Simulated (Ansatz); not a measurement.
BAs:
```cif
data_As4B4
_chemical_formula_sum 'B4 As4'
_space_group_name_H-M_alt 'P 1'
_space_group_IT_number 1
_cell_length_a 6.53308
_cell_length_b 3.37897
_cell_length_c 5.62078
_cell_angle_alpha 90.000
_cell_angle_beta 90.000
_cell_angle_gamma 90.000
loop_
_space_group_symop_operation_xyz
  'x, y, z'
loop_
_atom_site_label
_atom_site_type_symbol
_atom_site_fract_x
_atom_site_fract_y
_atom_site_fract_z
_atom_site_occupancy
B1 B 0.16022 0.25000 0.40080 1
B2 B 0.33978 0.75000 0.90080 1
B3 B 0.83978 0.75000 0.59920 1
B4 B 0.66022 0.25000 0.09920 1
As1 As 0.83644 0.25000 0.39130 1
As2 As 0.66356 0.75000 0.89130 1
As3 As 0.16356 0.75000 0.60870 1
As4 As 0.33644 0.25000 0.10870 1
```

Relaxed with LDA.

**Question.** Give the optical modes at the zone centre with their infrared activity from DFPT, the program Ansatz at the LDA level (PAW).

**Answer.** Transverse frequencies, without the LO–TO term; a row sums one degenerate level.

```tsv
ω (cm⁻¹)	degeneracy	IR ((D/Å)²/amu)	activity	symmetry
74	1	0.00	IR-inactive	Ag
136	1	0.00	IR-inactive	B3g
143	1	0.00	IR-inactive	Au
155	1	0.00	IR-inactive	B1g
215	1	0.03	IR	B1u
235	1	0.00	IR-inactive	B2g
249	1	0.00	IR-inactive	Ag
277	1	0.13	IR	B3u
323	1	0.00	IR-inactive	B2g
510	1	1.24	IR	B1u
542	1	0.00	IR-inactive	Ag
562	1	2.16	IR	B3u
578	1	0.00	IR-inactive	B2g
630	1	0.00	IR-inactive	Au
635	1	0.00	IR-inactive	B1g
668	1	1.63	IR	B2u
684	1	0.00	IR-inactive	B3g
721	1	0.85	IR	B3u
752	1	0.35	IR	B1u
771	1	0.00	IR-inactive	B2g
803	1	0.00	IR-inactive	Ag
```

**Question.** How high does the top mode go among those that the LO–TO term moves?

**Answer.** 722 cm⁻¹ for q along x, 671 cm⁻¹ for q along y, 513 cm⁻¹ for q along z.

Space group Pnma. The start of the workflow was typed in or built on a structure type; neither database checked (COD, Materials Project) lists it. It is not the phase usual at ambient conditions (space group No. 216). The cell was relaxed with LDA under the symmetry of its start; of distortions, only those at the zone centre were tested. The volume moved by 23 % from the start of the relaxation. Its formation energy is positive at this level, so the cell may be metastable or incomplete. A crystal of weakly bound layers computed without a dispersion correction: the cell and the soft elastic constants depend strongly on that.

Potentials: the earlier of the program's two PAW sets.
